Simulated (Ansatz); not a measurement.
Data:

Ta$_{2}$Se:
```cif
data_Se2Ta4
_chemical_formula_sum 'Ta4 Se2'
_space_group_name_H-M_alt 'P4/nmm :1'
_space_group_IT_number 129
_space_group_name_Hall 'P 4ab 2ab -1ab'
_cell_length_a 3.37689
_cell_length_b 3.37689
_cell_length_c 10.24895
_cell_angle_alpha 90.000
_cell_angle_beta 90.000
_cell_angle_gamma 90.000
loop_
_space_group_symop_operation_xyz
  'x, y, z'
  '-y+1/2, x+1/2, z'
  '-x, -y, z'
  'y+1/2, -x+1/2, z'
  'x+1/2, -y+1/2, -z'
  '-y, -x, -z'
  '-x+1/2, y+1/2, -z'
  'y, x, -z'
  '-x+1/2, -y+1/2, -z'
  'y, -x, -z'
  'x+1/2, y+1/2, -z'
  '-y, x, -z'
  '-x, y, z'
  'y+1/2, x+1/2, z'
  'x, -y, z'
  '-y+1/2, -x+1/2, z'
loop_
_atom_site_label
_atom_site_type_symbol
_atom_site_symmetry_multiplicity
_atom_site_Wyckoff_symbol
_atom_site_fract_x
_atom_site_fract_y
_atom_site_fract_z
_atom_site_occupancy
Ta1 Ta 2 c 0.00000 0.50000 0.23316 1
Ta2 Ta 2 c 0.50000 0.00000 0.07434 1
Se1 Se 2 c 0.50000 0.00000 0.35187 1
```

This is the r²SCAN-relaxed structure.

Problem. All from r²SCAN (plane waves, PAW; program Ansatz), unless another level is named. Estimate the electronic character.

Solution. metallic (no gap).

Problem. And the formation energy from the elements (no fitted shifts)?

Solution. -0.53 eV/atom.

Problem. And the density of states at the Fermi level?

Solution. 0.66 states/eV per atom (mean over ±0.08 eV).

The workflow started from a Materials Project entry (that database holds measured and hypothetical structures alike); the Crystallography Open Database files this formula in space group No. 129, but the cells were not matched. Its standing as an ambient phase is unchecked. The cell was relaxed with r²SCAN under the symmetry of its start; whether a distortion lowers the energy is not shown. No spin polarisation was allowed. A crystal of weakly bound layers computed without a dispersion correction: the cell and the soft elastic constants depend strongly on that. The references are the lowest solids computed at this level, not always the standard phases. Scalar-relativistic: spin–orbit coupling is off unless named, which matters more the heavier the elements.

Potentials: the earlier of the program's two PAW sets.
